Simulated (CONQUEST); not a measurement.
Input and output of a self-consistent single point for ZnS (F-43m, 8 atoms in the cell; from Materials Project mp-10695, changed as shown) (CONQUEST).

Level of theory: PBE, numerical atomic orbitals double-zeta with polarisation (the shipped basis), PseudoDojo norm-conserving potentials made for PBE run with CONQUEST.

The change in words: lattice scaled by 1.02. Reference geometry (F-43m):
```
ZnS
1.0
    5.38737     0.00000     0.00000
    0.00000     5.38737     0.00000
    0.00000     0.00000     5.38737
Zn S
4 4
Direct
  0.00000   0.00000   0.00000
  0.00000   0.50000   0.50000
  0.50000   0.00000   0.50000
  0.50000   0.50000   0.00000
  0.25000   0.25000   0.75000
  0.25000   0.75000   0.25000
  0.75000   0.25000   0.25000
  0.75000   0.75000   0.75000
```

Reference input (self-consistent single point, DFT, PBE, numerical atomic orbitals double-zeta with polarisation (the shipped basis), PseudoDojo norm-conserving potentials made for PBE): basis = DZP; Diag.MPMeshX, Y, Z = 6 6 6; potentials = PseudoDojo norm-conserving PBE; Grid.GridCutoff = 140 Ha; DM.SolutionMethod = diagon; Diag.kT = 0.0001 Ha; Diag.GammaCentred = true; minE.SCTolerance = 1.0e-06; SC.MaxIters = 100; SC.LinearMixingFactor = 0.5; AtomMove.TypeOfRun = static. This run's input differs from it in these lines:

```diff
@@ -30,14 +30,14 @@
 # file: ZnS.in
-    10.180653832      0.000000000      0.000000000
-     0.000000000     10.180653832      0.000000000
-     0.000000000      0.000000000     10.180653832
+    10.384266153      0.000000000      0.000000000
+     0.000000000     10.384266153      0.000000000
+     0.000000000      0.000000000     10.384266153
 8
     0.000000000     0.000000000     0.000000000  1 T T T
-    0.000000000     5.090326916     5.090326916  1 T T T
-    5.090326916     0.000000000     5.090326916  1 T T T
-    5.090326916     5.090326916     0.000000000  1 T T T
-    2.545163458     2.545163458     7.635490374  2 T T T
-    2.545163458     7.635490374     2.545163458  2 T T T
-    7.635490374     2.545163458     2.545163458  2 T T T
-    7.635490374     7.635490374     7.635490374  2 T T T
+    0.000000000     5.192133076     5.192133076  1 T T T
+    5.192133076     0.000000000     5.192133076  1 T T T
+    5.192133076     5.192133076     0.000000000  1 T T T
+    2.596066538     2.596066538     7.788199615  2 T T T
+    2.596066538     7.788199615     2.596066538  2 T T T
+    7.788199615     2.596066538     2.596066538  2 T T T
+    7.788199615     7.788199615     7.788199615  2 T T T
```

Output (repeated stretches shortened):

```
    new_SC_potl: Starting.  Tolerance:  0.10000E-05

    PulayMixSC: Starting Pulay mixing, A_up =  0.500 A_dn =  0.500
    PulayMixSC: Spin non-polarised calculation.
          Harris-Foulkes Energy            :      -880.534329083097532 Ha
          (TS=0 as O(N) or entropic contribution is negligible)
          DFT Total Energy                 :      -880.359194433617176 Ha
          Total number of electrons        :       104.000000000001009
    PulayMixSC: Pulay iteration     1 residual:              0.15446E-02
          Harris-Foulkes Energy            :      -880.462204776434191 Ha
   [... lines left out ...]
          (TS=0 as O(N) or entropic contribution is negligible)
          DFT Total Energy                 :      -880.459734202550635 Ha
          Total number of electrons        :       104.000062633288721
    PulayMixSC: Pulay iteration     5 residual:              0.30221E-05
          Harris-Foulkes Energy            :      -880.459734217501250 Ha
          (TS=0 as O(N) or entropic contribution is negligible)
          DFT Total Energy                 :      -880.459734217284449 Ha
          Total number of electrons        :       104.000062656822607
    PulayMixSC: Pulay iteration     6 residual:              0.14388E-06
    PulayMixSC: Reached SCF tolerance of  0.14388E-06 after      6 iterations
      | Number of electrons      =       104.000063
      |* band energy as 2Tr[K.H] =      -142.066538943464906 Ha
      |  screened ion-ion energy =      -754.337424411472853 Ha
      |  Ha correction           =         5.096838738616679 Ha
      |  XC correction           =        10.847386713695366 Ha
      |* Harris-Foulkes energy   =      -880.459734217501250 Ha
      |* DFT total energy        =      -880.459734217284449 Ha
      |  estimated accuracy      =        -0.000000000216801 Ha

    force: Forces on atoms (Ha/a0)
    force:  Atom   X              Y              Z
    force:     1  -0.0000000000  -0.0000000000  -0.0000000000
    force:     2  -0.0000000000   0.0000000003  -0.0000000006
   [... lines left out ...]
    force: Maximum force :        0.00000000(Ha/a0) on atom         3 in z direction
   [... lines left out ...]
    force: Force Residual:        0.00000000 Ha/a0
    force: Total stress:         -0.42245527     0.00000010     0.00000001 GPa
                            -0.00000008    -0.42245527     0.00000001
                             0.00000001     0.00000001    -0.42245527
    force: Average pressure:      0.42245527 GPa

    force: Finished force
    get_E_and_F: Change in energy during last step of electronic optimisation:  0.11930E-06
```

The run converged in 6 iterations. CONQUEST prints the stress tensor with tension positive. Against the reference run the free energy goes down by 18.1 meV/atom, the pressure goes from 4.79 to 0.42 GPa and the gap on the mesh goes from 2.387 to 2.071 eV.

The program uses no crystal symmetry, so grid and mesh can part values that symmetry would make equal. The atom-centred basis is finite, which shifts total energies, pressures and gaps against plane waves. The structure comes from a collection of computed structures, made at another level of theory; the collection holds predicted forms beside known ones.

Cost on one core: about 60 core-seconds (a rough figure).
